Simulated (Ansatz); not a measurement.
Data:

BP:
```
BP
1.0
    3.19089     0.00000     0.00000
   -1.59545     2.76339     0.00000
    0.00000     0.00000     5.29561
B P
2 2
Direct
  0.66667   0.33333   0.50042
  0.33333   0.66667   0.00042
  0.66667   0.33333   0.87458
  0.33333   0.66667   0.37458
```

This is the r²SCAN-relaxed structure. x, y and z are the axes in which the lattice vectors are written.

Problem. All from plane-wave PAW r²SCAN (Ansatz code), unless another level is named. Give the hole effective mass, band 2 of 2 at the edge.

Solution. 0.19 along x, 0.54 along z (mₑ).

Problem. Give the formation energy from the elements (no fitted shifts).

Solution. -0.47 eV/atom.

Problem. Next, the valence-band maximum?

Solution. at Γ.

Problem. Predict the conduction-band minimum.

Solution. at K (2 equivalent valleys).

Space group P6_3mc (wurtzite). The workflow started from a Materials Project entry (that database holds measured and hypothetical structures alike); the Crystallography Open Database copy checked does not list it. It is not the phase usual at ambient conditions (space group No. 216). The r²SCAN relaxation kept the symmetry of its start; its stability against distortions is not shown here. The references are the lowest solids computed at this level, not always the standard phases.

Potentials: the later of the program's two PAW sets.

Edges and masses are those of Kohn–Sham bands, whose gap is no quasiparticle gap.
